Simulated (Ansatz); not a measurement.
Consider the following.

Ti$_{3}$Sn:
Space group P6₃/mmc (No. 194); a = b = 5.839 Å, c = 4.702 Å, α = β = 90.00°, γ = 120.00°

```tsv
atom	site	symmetry	x	y	z
Ti	6h	mm2	0.3281	0.1640	0.2500
Sn	2c	-6m2	0.3333	0.6667	0.2500
```

This is the PBEsol-relaxed structure.

Question: All from PBEsol in the plane-wave PAW code Ansatz, unless another level is named. Predict the formation energy from the elements (no fitted shifts).

Answer: -0.34 eV/atom.

Question: What about the density of states at the Fermi level?

Answer: 1.1 states/eV per atom (mean over ±0.08 eV).

Space group P6_3/mmc. The first step of the workflow began from a Materials Project structure, measured or hypothetical; the Crystallography Open Database copy checked does not list it. Whether it is the stable phase at ambient conditions was not checked. The cell was relaxed with PBEsol under the symmetry of its start. At this level the phase is mechanically unstable. No spin polarisation was allowed. Axis ratios of metals converge slowly with the k-mesh, so a and c are less sure than the volume. The references are the lowest solids computed at this level, not always the standard phases. Scalar-relativistic: spin–orbit coupling is off unless named, which matters more the heavier the elements.

Potentials: the later of the program's two PAW sets.
